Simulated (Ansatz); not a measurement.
A: GaAs (zinc blende), a = b = c = 5.7456 Å, α = β = γ = 90.00°
B: InAs (zinc blende), a = 6.187 Å, b = 6.187 Å, c = 6.187 Å, α = 90.00°, β = 90.00°, γ = 90.00°
C: FeNi3 (Cu3Au type), a = 3.5443 Å, b = 3.5443 Å, c = 3.5443 Å, α = 90.00°, β = 90.00°, γ = 90.00°

Scan: energy against volume (even scaling of the relaxed cell, symmetry kept). All come from one method, each on a k mesh of its own. All were relaxed with their symmetry unable to fall. At this level the bands of InAs touch or barely overlap; measurements give the solid a gap. Relaxed FeNi3 ends ferromagnetic. The magnetic order is the one the run started from; other orders were not tried. (This holds for the magnetic or f-shell members.)

Put the candidates in order of bulk modulus (fitted), highest first, for PBE (plane waves to 420 eV, PAW, scalar-relativistic; Ansatz, a quantum-chemistry and plane-wave program).

C (195 GPa), A (60.4 GPa), B (48.3 GPa)

(A scan under strain: stresses follow from slopes of the energy per volume, elastic moduli from its curvatures.)
